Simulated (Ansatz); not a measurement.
Ti (bcc (W type), Im-3m) at seven volumes, DFT-PBEsol in the program Ansatz with PAW potentials, scaled uniformly. One row is withheld.

| V (Å³/atom) | P (GPa) |
|---|---|
| 15.052 | 12.37 |
| 15.548 | ? |
| 16.044 | 3.62 |
| 16.540 | 0.00 |
| 17.037 | -3.19 |
| 17.533 | -6.00 |
| 18.029 | -8.46 |

Problem. Fit the shown pressures and predict the withheld one.

Solution. P = (3/2)B₀(x^(7/2) − x^(5/2))[1 + (3/4)(B′ − 4)(x − 1)] with x = (V₀/V)^(2/3). Least squares on the six rows gives V₀ = 16.540 Å³/atom, B₀ = 113 GPa, B′ = 3.21. At V = 15.548, x = 1.0421 and P = 7.71 GPa. The run itself gave 7.73 GPa.

This is a known high-temperature phase of the composition, computed here at zero pressure and temperature. The PBEsol relaxation kept the symmetry of its start. At this level the phase is mechanically unstable. The run is not spin-polarised.

Potentials: the later of the program's two PAW sets.
